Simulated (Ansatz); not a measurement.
TiSi2:
```
CELL_PARAMETERS angstrom
      0.00000     4.08845     4.25402
      2.37813     0.00000     4.25402
      2.37813     4.08845     0.00000
ATOMIC_POSITIONS crystal
  Si 0.66335 0.33665 0.66335
  Si 0.33665 0.66335 0.33665
  Si 0.58665 0.91335 0.58665
  Si 0.91335 0.58665 0.91335
  Ti 0.00000 0.00000 0.00000
  Ti 0.25000 0.25000 0.25000
```

Relaxed with PBEsol. Special points in fractions of this cell's reciprocal vectors: Γ (0.000, 0.000, 0.000); Y (0.500, 0.000, 0.500); T (1.000, 0.500, 0.500); Z (0.500, 0.500, 0.000); Σ0 (0.000, 0.413, 0.413); U0 (1.000, 0.587, 0.587); C0 (0.500, 0.244, 0.744); A0 (0.500, 0.756, 0.256); L (0.500, 0.500, 0.500).

### Question
List the band energies nearest the Fermi level at these points for DFT-PBEsol in the program Ansatz with PAW potentials.

### Answer
In eV from the Fermi level; about four levels below and three above (degenerate sets whole), none deeper than 8.9 eV; points with the same levels are listed once.

```csv
k,below,above
Γ,-2.01 -1.75 -1.36 -0.94,2.10 3.21 3.44
Y,-2.38 -2.38 -0.86 -0.86,1.31 1.31 3.37 3.37
T,-1.15 -1.15 -0.64 -0.64,0.86 0.86 2.35 2.35
Z,-1.55 -1.55 -1.00 -1.00,0.74 0.74 3.31 3.31
Σ0,-2.41 -2.06 -1.33 -0.41,0.07 0.11 0.76
C0,-1.67 -1.67 -1.39 -1.39,1.45 1.45 2.18 2.18
L,-2.48 -1.96 -1.07 -0.03,0.15 1.04 1.40
```

Space group Fddd. Symmetry was held in the PBEsol relaxation. The run is not spin-polarised.

Potentials: the later of the program's two PAW sets.
